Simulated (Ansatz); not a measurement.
A plane-wave DFT run in Ansatz 0.2.0 (scalar-relativistic PAW potentials unless the input names others): input and command.

```yaml
crystal:
  lattice:
    - [0.0, 5.070446355, 5.070446355]
    - [5.070446355, 0.0, 5.070446355]
    - [5.070446355, 5.070446355, 0.0]
  atoms:
    - { symbol: Cs, position: [0.75, 0.75, 0.75] }
    - { symbol: Cs, position: [0.25, 0.25, 0.25] }
    - { symbol: Ga, position: [0.0, 0.0, 0.0] }
    - { symbol: Ag, position: [0.5, 0.5, 0.5] }
    - { symbol: Cl, position: [0.7640939631, 0.2359060369, 0.2359060369] }
    - { symbol: Cl, position: [0.2359060369, 0.2359060369, 0.7640939631] }
    - { symbol: Cl, position: [0.2359060369, 0.7640939631, 0.7640939631] }
    - { symbol: Cl, position: [0.2359060369, 0.7640939631, 0.2359060369] }
    - { symbol: Cl, position: [0.7640939631, 0.2359060369, 0.7640939631] }
    - { symbol: Cl, position: [0.7640939631, 0.7640939631, 0.2359060369] }
basis:
  ecutwfc: "520 ev"
kpoints:
  mp_grid: { grid: [6, 6, 6] }
hamiltonian:
  xc: pbesol
scf:
  occupations: { method: gaussian, width: 0.05 }
  max_iter: 100
output:
  forces: true
  eigenvalues: true
  stress: true
```

```bash
ansatz run input.yaml --threads 2 --pin off --max-ram 5120MiB --backend cpu --events-out ev --progress --plain --runs-dir out
```

Task: What will the program do with this input?

Result: The program refuses it, because of a cutoff in the wrong unit (basis.ecutwfc: 420 → "520 ev"). With the sound run's settings it is accepted.

Abridged log:
```
Error: YAML parse error: error: line 18 column 12: unknown unit factor `ev` — a unit is read by its exact case: `eV` is a unit here, `ev` is not
  --> <input>:18:12
   |
16 |     - { symbol: Cl, position: [0.7640939631, 0.7640939631, 0.2359060369] }
17 | basis:
18 |   ecutwfc: "520 ev"
   |            ^ unknown unit factor `ev` — a unit is read by its exact case: `eV` is a unit here, `ev` is not
19 | kpoints:
20 |   mp_grid: { grid: [6, 6, 6] }
   |
```